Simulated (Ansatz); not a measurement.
Computed properties of YS

```
Y S
1.0
     0.00000    2.74365    2.74365
     2.74365    0.00000    2.74365
     2.74365    2.74365    0.00000
Y S
1 1
Direct
  0.50000 0.50000 0.50000
  0.00000 0.00000 0.00000
```

Atom numbers follow the list: Y1, S2.

Conventional cell: a = 5.487 Å, b = 5.487 Å, c = 5.487 Å, α = 90.00°, β = 90.00°, γ = 90.00°. Around Y (atom 1) lie 6 S at 2.74 Å. Around S (atom 2) lie 6 Y at 2.74 Å.

The geometry is COD entry 1539528, unchecked; take it as a test cell.

Spin polarisation is left out, and whether a magnetic state lies lower isn't shown here.

Methods: DFT, LDA, all-electron LAPW, scalar-relativistic (Ansatz 0.2.0); DFT, LDA, PAW with Ansatz's default frozen-core files, scalar-relativistic (Ansatz 0.2.0).

For LAPW: a Γ-centred 8×8×8 k mesh, Fermi–Dirac smearing of 0.01 eV, basis error target 0.25 meV/atom, no spin polarisation. PAW takes a cutoff of 420 eV at this cell (files made with PBE, cores remade for this functional). The Ansatz runs share mesh, smearing and spin set-up. Values come from LAPW unless marked.

- Pressure at this cell: -37.9 kbar
- Band gap: none: with an odd electron count and no spin polarisation the bands can't all be full, a metal in this set-up (spin order or a larger cell could open a gap)
- Density of states at the Fermi level (0.2 eV bin): 0.95 states/eV per cell
- Löwdin charges (with 0.08 e of the cell spilling out of the atomic basis, so their sizes and signs hang on that basis): Y1 0.30, S2 -0.23 e
- Bader charges (from the PAW run): Y1 +1.59, S2 -1.59 e
- Volume per atom: 20.65 Å³
